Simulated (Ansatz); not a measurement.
input.yaml

```yaml
crystal:
  lattice:
    - [-1.7043180595, 1.7043180595, 1.7043180595]
    - [1.7043180595, -1.7043180595, 1.7043180595]
    - [1.7043180595, 1.7043180595, -1.7043180595]
  atoms:
    - { symbol: Mg, position: [0.0, 0.0, 0.0] }
basis:
  ecutwfc: 420
kpoints:
  mp_grid: { grid: [16, 16, 16] }
hamiltonian:
  xc: pbesol
scf:
  occupations: { method: gaussian, width: 0.1 }
output:
  forces: true
  stress: true
  eigenvalues: true
```

Launched with
```bash
ansatz run input.yaml --threads 1 --pin off --max-ram 1331MiB --backend cpu --events-out ev --progress --plain --runs-dir out
```

Computed with DFT PBEsol, scalar-relativistic, plane waves, PAW (Ansatz).

From the run's log, abridged (iterations and final results):

```
SCF iter   1: F=—  HF=-1911.979088 eV  |F-HF|=—  |Δ(HF+E_count)|=         —  Δρ=2.20e-3  dr2=3.79e-4  ethr=1.77e-3  ⟨swp⟩=5.3  Hψ=9097  notcnv=0
SCF iter   2: F=—  HF=-1911.978500 eV  |F-HF|=—  |Δ(HF+E_count)|=   5.88e-4  Δρ=6.70e-4  dr2=3.36e-5  ethr=3.79e-6  ⟨swp⟩=2.4  Hψ=3167  notcnv=0
SCF iter   3: F=—  HF=-1911.978457 eV  |F-HF|=—  |Δ(HF+E_count)|=   4.24e-5  Δρ=1.18e-4  dr2=9.83e-7  ethr=3.36e-7  ⟨swp⟩=2.0  Hψ=2017  notcnv=0  defer=1
SCF iter   4: F=—  HF=-1911.978457 eV  |F-HF|=—  |Δ(HF+E_count)|=   2.56e-8  Δρ=5.25e-5  dr2=1.71e-7  ethr=9.83e-9  ⟨swp⟩=2.0  Hψ=2013  notcnv=0  defer=1
SCF iter   5: F=-1911.978457 eV  HF=-1911.978457 eV  |F-HF|=7.58e-8  |Δ(HF+E_count)|=   2.18e-7  Δρ=2.26e-5  dr2=3.08e-8  ethr=1.71e-9  ⟨swp⟩=2.0  Hψ=1875  notcnv=0  defer=1
SCF iter   6: F=-1911.978457 eV  HF=-1911.978457 eV  |F-HF|=1.65e-9  |Δ(HF+E_count)|=   4.66e-8  Δρ=3.37e-6  dr2=6.49e-10  ethr=3.08e-10  ⟨swp⟩=2.3  Hψ=4948  notcnv=0
SCF 1 converged in 6 iterations: F = -1911.978457 eV  dr2 = 6.49e-10
SCF converged after 6 iterations
Free energy (F): -1911.978457 eV
Harris-Foulkes:  -1911.978457 eV  (|F-HF|=1.65e-9)
Internal energy: -1911.976375 eV  (E = F + TS)
E sigma→0 (E₀):  -1911.977416 eV
Entropy (-TS):   -0.002082 eV (-2.082 meV/atom)
Fermi energy:    6.930139 eV
--- Per-component energies (eV) ---
  E_band       = -342.439737
  E_kinetic    = 75.901381
  E_local      = -1560.623910  (includes V_loc(G=0)·N_el)
  E_nonlocal   = 96.393268
  E_hartree    = 554.653396
  E_xc         = -28.747825
  E_vxc        = -37.290012  (∫ρ·V_xc dr)
  E_paw        = -280.921816  (= ΣΔE_a)
  E_vpaw       = -26.128211  (= ΣTr[D̂ρ^β])
  E_aug_tail   = -0.000002  (compensation charges beyond the density's cutoff)
  E_ewald      = -768.689729
  E_core_change = 0.058862  (= ΣΔE_core)
  E_smearing   = -0.002082  (= −TS)
--- Forces (eV/Å), atoms counted from 1 ---
  atom   1  Mg     0.00000000     0.00000000     0.00000000
--- Stress (GPa, compression-positive) ---
        5.956232       0.000000       0.000000
        0.000000       5.956232       0.000000
        0.000000       0.000000       5.956232
  P = ⅓ Tr σ = 5.9562 GPa (59.562 kbar)
--- Band table (eV; the first three rows and the last of 145) ---
  k-point 0: bands = ["-68.5813", "-35.4932", "-35.4932", "-35.4932", "-0.6880", "20.9629", "20.9629", "20.9629", "23.1468"]
  k-point 1: bands = ["-68.5811", "-35.4955", "-35.4940", "-35.4932", "-0.5861", "19.8458", "20.4321", "20.6029", "22.2924"]
  k-point 2: bands = ["-68.5803", "-35.5019", "-35.4962", "-35.4932", "-0.2811", "17.5914", "19.4414", "19.8944", "21.2061"]
  k-point 144: bands = ["-68.5693", "-35.5367", "-35.5367", "-35.5367", "10.9631", "10.9631", "11.2273", "11.2273", "11.2273"]
```

The calculation finished and met its thresholds.